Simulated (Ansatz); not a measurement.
## MgCd3S4: rattling a relaxed structure

It was reached by relaxing an invented guess, and it needn't be the stable form of this composition.

Computed with Ansatz 0.2.0, DFT PBE, scalar-relativistic, plane waves, PAW. Plane waves to 420 eV, a k mesh through Γ of 10×10×4 on the computed 8-atom cell and Gaussian smearing (0.01 eV); no spin polarisation.

The cell below (8 atoms, space group P4/mmm (No. 123)) is relaxed within its symmetry.

```
Mg Cd S
1.0
     3.84419    0.00000    0.00000
     0.00000    3.84419    0.00000
     0.00000    0.00000   10.89387
Mg Cd S
1 3 4
Direct
  0.00000 0.00000 0.00000
  0.50000 0.50000 0.24737
  0.00000 0.00000 0.50000
  0.50000 0.50000 0.75263
  0.00000 0.00000 0.24382
  0.50000 0.50000 0.50000
  0.00000 0.00000 0.75618
  0.50000 0.50000 0.00000
```

For the test it was strained at random (σ = 1.5 % a component), the atoms were moved at random (σ = 0.10 Å), and all was relaxed again on a coarse 6×6×2 mesh (in the run’s order of axes) with 0.20 eV smearing, with no symmetry imposed.

Question: Is the structure stable against such a distortion?

Answer: It returns, within 1 meV/atom of the unmoved cell on that mesh and with the same symmetry when read at 0.1 Å. No instability shows in this cell; modes of other wave vectors, which need another repeat, aren't tested.
